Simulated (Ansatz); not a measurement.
# All-electron DFT: CS₃

This is model CS₃ in a small cell holding one bonded unit, strained and with atoms displaced.

PBE, all-electron LAPW in Ansatz, scalar-relativistic, point nuclei. 2×2×2 (half-step shift) k-points (coarse, not zone-converged), Fermi–Dirac occupations at kT = 0.15 eV. For a metal, stress, forces and moments on so few k-points can be far from the converged ones. The run is spin-unpolarised. Holes or spare electrons on the non-metal atoms can carry spin, which this run forbids.

Extended XYZ with forces in eV/Å (energy in eV, pressure in GPa):

```xyz
4
Lattice="-0.2301 4.0013 3.8102 3.5955 -0.0323 3.6124 3.6892 3.8972 -0.1260" Properties=species:S:1:pos:R:3:forces:R:3 pbc="T T T" free_energy=-33619.9389 pressure=20.15
C     3.1998    5.8441    4.8478   -3.0696    1.2010    5.8378
S     2.0380    5.2212    4.1222   -7.0832   -4.2521   -3.8776
S     4.3937    5.9901    4.0147   10.2854    0.6873   -6.6584
S     3.1678    6.6766    6.1814   -0.1325    2.3638    4.6982
```

Stress xx yy zz yz xz xy in GPa, positive in compression: 30.42 7.54 22.50 8.08 -5.70 7.87.

Question: What does r2SCAN by all-electron PAW datasets generated for the cell without frozen cores, scalar-relativistic, point nucleus give for this geometry?

Answer: Beside PBE, the pressure decreases by 0.78 GPa to 19.37 GPa, and the forces move by 0.248 eV/Å (r.m.s. over the atoms).

```json
{"atom": "C1", "Fx (eV/Å)": "-3.091", "Fy (eV/Å)": "1.319", "Fz (eV/Å)": "5.764"}
{"atom": "S2", "Fx (eV/Å)": "-6.849", "Fy (eV/Å)": "-4.175", "Fz (eV/Å)": "-3.726"}
{"atom": "S3", "Fx (eV/Å)": "10.072", "Fy (eV/Å)": "0.609", "Fz (eV/Å)": "-6.504"}
{"atom": "S4", "Fx (eV/Å)": "-0.131", "Fy (eV/Å)": "2.247", "Fz (eV/Å)": "4.466"}
```

Question: Repeat with LDA (PW92) by all-electron full-potential LAPW, scalar-relativistic, point nucleus.

Answer: Beside PBE, the pressure falls by 2.97 GPa to 17.18 GPa, and the forces move by 0.504 eV/Å (r.m.s. over the atoms).

| atom | Fx (eV/Å) | Fy (eV/Å) | Fz (eV/Å) |
| --- | --- | --- | --- |
| C1 | -2.990 | 1.271 | 5.632 |
| S2 | -6.632 | -4.031 | -3.651 |
| S3 | 9.759 | 0.679 | -6.280 |
| S4 | -0.136 | 2.081 | 4.299 |
